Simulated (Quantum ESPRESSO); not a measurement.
## Al2GeZnN4 (input and log of a self-consistent run)

A calculation, not a measurement. The program is pw.x of Quantum ESPRESSO 7.5 (plane-wave density functional theory). The cell is made up: 8 atoms on a wurtzite lattice, with randomly drawn elements, strain and displacements, not relaxed. PseudoDojo standard norm-conserving files (v0.5 for PBE, v0.4.1 for LDA and PBEsol) set the functional; there is no spin polarisation, spin-orbit coupling or dispersion term, and the masses in the input are unused placeholders.

Input:

```
&control calculation='scf', pseudo_dir='./dojo.nc.sr.pbe.v0_5.standard.upf', outdir='./o', disk_io='medium', tprnfor=.true., tstress=.true. /
&system ibrav=0, nat=8, ntyp=4, nbnd=36, ecutwfc=84.00895049, nosym=.true., tot_charge=0,
 occupations='smearing', smearing='fd', degauss=0.0018374661
/
&electrons conv_thr=7.350e-09, electron_maxstep=60, /
ATOMIC_SPECIES
Al 1.0 Al.upf
Ge 1.0 Ge.upf
N 1.0 N.upf
Zn 1.0 Zn.upf
CELL_PARAMETERS angstrom
3.0692 0.0 0.0
0.0 5.316 0.0
0.0 0.0 4.997
ATOMIC_POSITIONS angstrom
Al -0.0017 0.0073 0.0012
Al 1.5077 2.6507 -0.0252
Ge 1.528 0.8433 2.4853
Zn 0.0227 3.5393 2.5007
N -0.0206 0.0008 1.8858
N 1.5309 2.6639 1.8511
N 1.5606 0.9308 4.3759
N -0.0173 3.5446 4.3518
K_POINTS automatic
6 4 4 1 1 1
```

The log is shortened where brackets say so; the opening notice, blank lines, dates and the lines on written files are dropped, and the path of the files is cut. It prints rydbergs, bohrs and kilobars, and counts compression as positive stress.

```
     Program PWSCF v.7.5
     Parallel version (MPI & OpenMP), running on       1 processor cores
     Number of MPI processes:                 1
     Threads/MPI process:                     1
     [start-up lines left out]
     bravais-lattice index     =            0
     lattice parameter (alat)  =       5.7999  a.u.
     unit-cell volume          =     550.1943 (a.u.)^3
     number of atoms/cell      =            8
     number of atomic types    =            4
     number of electrons       =        60.00
     number of Kohn-Sham states=           36
     kinetic-energy cutoff     =      84.0090  Ry
     charge density cutoff     =     336.0358  Ry
     scf convergence threshold =      7.3E-09
     mixing beta               =       0.7000
     number of iterations used =            8  plain     mixing
     Exchange-correlation= PBE
                           (   1   4   3   4   0   0   0)
     [axes and pseudopotential details left out]
   Cartesian axes
     site n.     atom                  positions (alat units)
         1        Al     tau(   1) = (  -0.0005539   0.0023785   0.0003910  )
         2        Al     tau(   2) = (   0.4912355   0.8636452  -0.0082106  )
         3        Ge     tau(   3) = (   0.4978496   0.2747622   0.8097550  )
         4        Zn     tau(   4) = (   0.0073961   1.1531669   0.8147726  )
         5        N      tau(   5) = (  -0.0067118   0.0002607   0.6144272  )
         6        N      tau(   6) = (   0.4987945   0.8679460   0.6031213  )
         7        N      tau(   7) = (   0.5084713   0.3032712   1.4257461  )
         8        N      tau(   8) = (  -0.0056366   1.1548938   1.4178939  )
     number of k points=    48  Fermi-Dirac smearing, width (Ry)=  0.0018
                       cart. coord. in units 2pi/alat
        k(    1) = (   0.0833333   0.0721689   0.0767761), wk =   0.0416667
        k(    2) = (   0.0833333   0.0721689   0.2303282), wk =   0.0416667
     [further k points left out]
     Dense  grid:    57189 G-vectors     FFT dimensions: (  36,  60,  60)
     Estimated max dynamical RAM per process >      75.10 MB
     Initial potential from superposition of free atoms
     starting charge      59.9941, renormalised to      60.0000
     Starting wfcs are   43 randomized atomic wfcs
     total cpu time spent up to now is       12.8 secs
     per-process dynamical memory:    49.2 Mb
     Self-consistent Calculation
     iteration #  1     ecut=    84.01 Ry     beta= 0.70
     Davidson diagonalization with overlap
     ethr =  1.00E-02,  avg # of iterations =  3.0
     total cpu time spent up to now is       37.5 secs
     total energy              =    -688.29298735 Ry
     estimated scf accuracy    <       2.35611482 Ry
     iteration #  2     ecut=    84.01 Ry     beta= 0.70
     Davidson diagonalization with overlap
     ethr =  3.93E-03,  avg # of iterations =  3.3
     total cpu time spent up to now is       61.0 secs
     total energy              =    -688.95135722 Ry
     estimated scf accuracy    <       1.98560372 Ry
     iteration #  3     ecut=    84.01 Ry     beta= 0.70
     Davidson diagonalization with overlap
     ethr =  3.31E-03,  avg # of iterations =  2.0
     total cpu time spent up to now is       84.0 secs
     total energy              =    -689.30931049 Ry
     estimated scf accuracy    <       0.08052884 Ry
     iteration #  4     ecut=    84.01 Ry     beta= 0.70
     Davidson diagonalization with overlap
     ethr =  1.34E-04,  avg # of iterations =  5.8
     total cpu time spent up to now is      109.6 secs
     total energy              =    -689.33061284 Ry
     estimated scf accuracy    <       0.00488796 Ry
     iteration #  5     ecut=    84.01 Ry     beta= 0.70
     Davidson diagonalization with overlap
     ethr =  8.15E-06,  avg # of iterations =  6.6
     total cpu time spent up to now is      142.9 secs
     total energy              =    -689.33137977 Ry
     estimated scf accuracy    <       0.00286402 Ry
     [iterations 6 to 8 left out]
     iteration #  9     ecut=    84.01 Ry     beta= 0.70
     Davidson diagonalization with overlap
     ethr =  1.04E-08,  avg # of iterations =  3.9
     total cpu time spent up to now is      237.7 secs
     total energy              =    -689.33172848 Ry
     estimated scf accuracy    <       0.00000248 Ry
     iteration # 10     ecut=    84.01 Ry     beta= 0.70
     Davidson diagonalization with overlap
     ethr =  4.13E-09,  avg # of iterations =  2.0
     total cpu time spent up to now is      254.7 secs
     total energy              =    -689.33172861 Ry
     estimated scf accuracy    <       0.00000039 Ry
     iteration # 11     ecut=    84.01 Ry     beta= 0.70
     Davidson diagonalization with overlap
     ethr =  6.47E-10,  avg # of iterations =  2.0
     total cpu time spent up to now is      275.9 secs
     total energy              =    -689.33172868 Ry
     estimated scf accuracy    <       0.00000002 Ry
     iteration # 12     ecut=    84.01 Ry     beta= 0.70
     Davidson diagonalization with overlap
     ethr =  2.57E-11,  avg # of iterations =  4.0
     total cpu time spent up to now is      297.9 secs
     total energy              =    -689.33172869 Ry
     estimated scf accuracy    <          9.6E-09 Ry
     iteration # 13     ecut=    84.01 Ry     beta= 0.70
     Davidson diagonalization with overlap
     ethr =  1.60E-11,  avg # of iterations =  2.0
     total cpu time spent up to now is      310.4 secs
     End of self-consistent calculation
     [lines on levels left out]
!    total energy              =    -689.33172869 Ry
     estimated scf accuracy    <          1.0E-09 Ry
     smearing contrib. (-TS)   =      -0.00000000 Ry
     internal energy E=F+TS    =    -689.33172869 Ry
     The total energy is F=E-TS. E is the sum of the following terms:
     one-electron contribution =    -484.26210731 Ry
     hartree contribution      =     277.90334634 Ry
     xc contribution           =    -118.36586551 Ry
     ewald contribution        =    -364.60710221 Ry
     convergence has been achieved in  13 iterations
     Forces acting on atoms (cartesian axes, Ry/au):
     atom    1 type  1   force =     0.01013881   -0.05508326   -0.03145887
     atom    2 type  1   force =     0.00889326    0.08200012    0.01164431
     atom    3 type  2   force =    -0.00679273    0.12444985    0.00051526
     atom    4 type  4   force =    -0.01550798   -0.03808506   -0.00596928
     atom    5 type  3   force =     0.01195930    0.06017229   -0.04077657
     atom    6 type  3   force =     0.01372005   -0.13636566   -0.04277884
     atom    7 type  3   force =    -0.01966092   -0.06318675   -0.01245983
     atom    8 type  3   force =    -0.00274979    0.02609847    0.12128382
     Total force =     0.272579     Total SCF correction =     0.000039
     Computing stress (Cartesian axis) and pressure
          total   stress  (Ry/bohr**3)                   (kbar)     P=      206.88
   0.00145276  -0.00015051  -0.00003960          213.71      -22.14       -5.83
  -0.00015051   0.00126323   0.00017962          -22.14      185.83       26.42
  -0.00003960   0.00017962   0.00150313           -5.83       26.42      221.12
     init_run     :     10.38s CPU     12.56s WALL (       1 calls)
     electrons    :    275.14s CPU    297.65s WALL (       1 calls)
     forces       :      2.12s CPU      2.15s WALL (       1 calls)
     stress       :      8.05s CPU      8.09s WALL (       1 calls)
     [timing details left out]
     PWSCF        :   4m55.97s CPU   5m20.83s WALL
     JOB DONE.
```

In other units: free energy -9378.836 eV for the cell, pressure 20.69 GPa, largest force component 3.506 eV/Å. A rerun of this cell at 1437 eV and a 8 x 6 x 6 mesh moved values by no more than 0.002 eV in energy, 0.04 GPa in stress and 0.003 eV/Å in force.